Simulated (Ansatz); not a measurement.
**Bi$_{2}$W: relaxation of cell and atoms**

The calculation used DFT, PBE, PAW with Ansatz's default frozen-core files, scalar-relativistic (Ansatz 0.2.0).

Command: `ansatz run input.yaml --threads 1 --pin off --max-ram 3072MiB --backend cpu --events-out ev --progress --plain --runs-dir out` The run took 85 s on 1 thread of Intel(R) Xeon(R) Platinum 8488C (Sapphire Rapids) (shared host), peak memory 0.49 GiB.

```yaml
crystal:
  lattice:
    - [4.1649823397, 0.0, 0.0]
    - [-2.0824911699, 3.6069805125, 0.0]
    - [0.0, 0.0, 6.6639717436]
  atoms:
    - { symbol: W, position: [0.0, 0.0, 0.0] }
    - { symbol: Bi, position: [0.3333333333, 0.6666666667, 0.25] }
    - { symbol: Bi, position: [0.6666666667, 0.3333333333, 0.75] }
kpoints:
  mp_grid: { grid: [9, 9, 5] }
scf:
  occupations: { method: fermi_dirac, width: 0.03 }
hamiltonian:
  xc: pbe
  pseudopotentials: { kind: paw }
output:
  forces: true
  stress: true
relax:
  f_tol: 0.005
  max_steps: 80
  cell: {}
```

No spin–orbit coupling, which matters for the heavy atoms here.

The cell is built from the CdI2 type as a first guess.

The cutoff is 420 eV; energies and pressures of the walk include the program's estimate of the Pulay term.

Each frame lists the cell vectors (Å), then Cartesian positions (Å) and forces (eV/Å). Free energies count from the first step, -35174.8361 eV.

The walk took 15 evaluations in all; steps that aren't listed are left out.

Step 1: E = 0.0 meV, P = -6.30 GPa

```
cell 4.1650 0.0000 0.0000 -2.0825 3.6070 0.0000 0.0000 0.0000 6.6640
W     0.0000    0.0000    0.0000     0.000   0.000   0.000
Bi    0.0000    2.4047    1.6660     0.000   0.000  -0.089
Bi    2.0825    1.2023    4.9980     0.000   0.000   0.089
```

Step 2: E = -445.0 meV, P = -2.67 GPa

```
cell 3.9621 0.0000 0.0000 -1.9810 3.4313 0.0000 0.0000 0.0000 6.6067
W     0.0000    0.0000    0.0000     0.000   0.000   0.000
Bi    0.0000    2.2875    1.7054     0.000   0.000   0.725
Bi    1.9810    1.1438    4.9014     0.000   0.000  -0.725
```

Step 3: E = -887.8 meV, P = -1.37 GPa

```
cell 3.7566 0.0000 0.0000 -1.8783 3.2533 0.0000 0.0000 0.0000 6.6331
W     0.0000    0.0000    0.0000     0.000   0.000   0.000
Bi    0.0000    2.1689    1.8549     0.000   0.000   0.301
Bi    1.8783    1.0844    4.7782     0.000   0.000  -0.301
```

Step 4: E = -1071.5 meV, P = 1.46 GPa

```
cell 3.5531 0.0000 0.0000 -1.7766 3.0771 0.0000 0.0000 0.0000 6.8810
W     0.0000    0.0000    0.0000     0.000   0.000   0.000
Bi    0.0000    2.0514    2.0054     0.000   0.000  -0.347
Bi    1.7766    1.0257    4.8756     0.000   0.000   0.347
```

Step 5: E = -1156.2 meV, P = 1.25 GPa

```
cell 3.5116 0.0000 0.0000 -1.7558 3.0412 0.0000 0.0000 0.0000 7.2063
W     0.0000    0.0000    0.0000     0.000   0.000   0.000
Bi    0.0000    2.0274    2.0282     0.000   0.000  -0.021
Bi    1.7558    1.0137    5.1782     0.000   0.000   0.021
```

Step 6: E = -1199.1 meV, P = 0.09 GPa

```
cell 3.4748 0.0000 0.0000 -1.7374 3.0092 0.0000 0.0000 0.0000 7.5300
W     0.0000    0.0000    0.0000     0.000   0.000   0.000
Bi    0.0000    2.0062    2.0769     0.000   0.000  -0.109
Bi    1.7374    1.0031    5.4531     0.000   0.000   0.109
```

Step 7: E = -1219.3 meV, P = 0.76 GPa

```
cell 3.4200 0.0000 0.0000 -1.7100 2.9618 0.0000 0.0000 0.0000 7.8557
W     0.0000    0.0000    0.0000     0.000   0.000   0.000
Bi    0.0000    1.9746    2.1081     0.000   0.000   0.028
Bi    1.7100    0.9873    5.7477     0.000   0.000  -0.028
```

Step 8: E = -1221.3 meV, P = 0.08 GPa

```
cell 3.4348 0.0000 0.0000 -1.7174 2.9747 0.0000 0.0000 0.0000 7.8820
W     0.0000    0.0000    0.0000     0.000   0.000   0.000
Bi    0.0000    1.9831    2.1045     0.000   0.000  -0.006
Bi    1.7174    0.9916    5.7775     0.000   0.000   0.006
```

Step 9: E = -1221.4 meV, P = 0.00 GPa

```
cell 3.4364 0.0000 0.0000 -1.7182 2.9760 0.0000 0.0000 0.0000 7.8988
W     0.0000    0.0000    0.0000     0.000   0.000   0.000
Bi    0.0000    1.9840    2.1037     0.000   0.000  -0.003
Bi    1.7182    0.9920    5.7950     0.000   0.000   0.003
```

Step 10: E = -1232.5 meV, P = 0.28 GPa (the cell of the step before, solved again on a basis chosen afresh, hence the jump)

```
cell 3.4364 0.0000 0.0000 -1.7182 2.9760 0.0000 0.0000 0.0000 7.8988
W     0.0000    0.0000    0.0000     0.000   0.000   0.000
Bi    0.0000    1.9840    2.1037     0.000   0.000  -0.004
Bi    1.7182    0.9920    5.7950     0.000   0.000   0.004
```

Step 11: E = -1238.9 meV, P = 0.09 GPa

```
cell 3.4242 0.0000 0.0000 -1.7121 2.9654 0.0000 0.0000 0.0000 8.0528
W     0.0000    0.0000    0.0000     0.000   0.000   0.000
Bi    0.0000    1.9769    2.1180     0.000   0.000  -0.030
Bi    1.7121    0.9885    5.9348     0.000   0.000   0.030
```

Step 12: E = -1243.2 meV, P = 0.18 GPa

```
cell 3.4122 0.0000 0.0000 -1.7061 2.9550 0.0000 0.0000 0.0000 8.3083
W     0.0000    0.0000    0.0000     0.000   0.000   0.000
Bi    0.0000    1.9700    2.1243     0.000   0.000   0.001
Bi    1.7061    0.9850    6.1839     0.000   0.000  -0.001
```

Step 13: E = -1243.4 meV, P = 0.01 GPa

```
cell 3.4194 0.0000 0.0000 -1.7097 2.9613 0.0000 0.0000 0.0000 8.3339
W     0.0000    0.0000    0.0000     0.000   0.000   0.000
Bi    0.0000    1.9742    2.1199     0.000   0.000  -0.003
Bi    1.7097    0.9871    6.2140     0.000   0.000   0.003
```

Task: How does the relaxation end?

Result: It converges, with a = 3.420 Å, b = 3.420 Å, c = 8.353 Å, α = 90.00°, β = 90.00°, γ = 120.00° (conventional cell, space group P-3m1). The last solve (on a basis chosen afresh for the final cell, so its energy is not quite comparable) gives E = -1244.3 meV, P = 0.00 GPa:
```
cell 3.4204 0.0000 0.0000 -1.7102 2.9621 0.0000 0.0000 0.0000 8.3531
W     0.0000    0.0000    0.0000     0.000   0.000   0.000
Bi    0.0000    1.9748    2.1187     0.000   0.000   0.000
Bi    1.7102    0.9874    6.2343     0.000   0.000   0.000
```
